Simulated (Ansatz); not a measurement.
Start of a relaxation of SnBr4Cl:

```
Sn Br Cl
1.0
     0.00000    4.45202    4.45202
     4.45202    0.00000    4.45202
     4.45202    4.45202    0.00000
Sn Br Cl
1 4 1
Direct
  0.75000 0.75000 0.75000
  0.87694 0.37435 0.37435
  0.37435 0.37435 0.37435
  0.37435 0.37435 0.87694
  0.37435 0.87694 0.37435
  0.00000 0.00000 0.00000
```

These are results of DFT PBE, scalar-relativistic, plane waves, PAW (Ansatz 0.2.0), not measurements. Cutoff 420 eV, Gaussian smearing, Γ-centred meshes. Cell and atoms relax on a converged mesh. In metals the finer mesh still leaves noise of several meV/atom or more. The steps can't lower the symmetry of their start. No spin polarisation.

A guess keeps its type if space group and coordination stay and the shape of the cell changes little (axis ratios within about 15 %, angles within 6°); the volume may change.

Question: Does it keep its structure type, or change into something else?

Answer: It keeps its type. The symmetry stays F-43m (No. 216). The volume per atom shrinks by 6.0 %, from 29.4 to 27.7 Å³. The shortest distance goes from 3.13 Å (Br–Br) to 3.08 Å (Br–Br). Counting neighbours within 15 % of an atom's shortest distance, the start has Br 6, Cl 16, Sn 16 and the end Br 6, Cl 16, Sn 16.

Formation energies are uncorrected and refer to the elements' standard structures at the same level (Cl₂ as a molecule). The references include grey tin and crystalline Br.

Question: At what energy does it end?

Answer: +0.22 eV/atom. A positive value: parting into the elements would lower its energy.

The last run used an 8×8×8 mesh for its 6-atom cell and Gaussian smearing of 0.10 eV. An odd number of electrons in the primitive cell allows no gap without spin; a larger cell or a magnetic state could open one. The cell is a metal run without spin; a magnetic state may lie lower. The reference form of Br is held partly by dispersion forces, which this level lacks. Symmetry constrained the relaxation, so the result can be a saddle point. Another cell of SnBr4Cl relaxed alike, in P4mm, lies 0.39 eV/atom lower, so this cell isn't the stable form at this level.
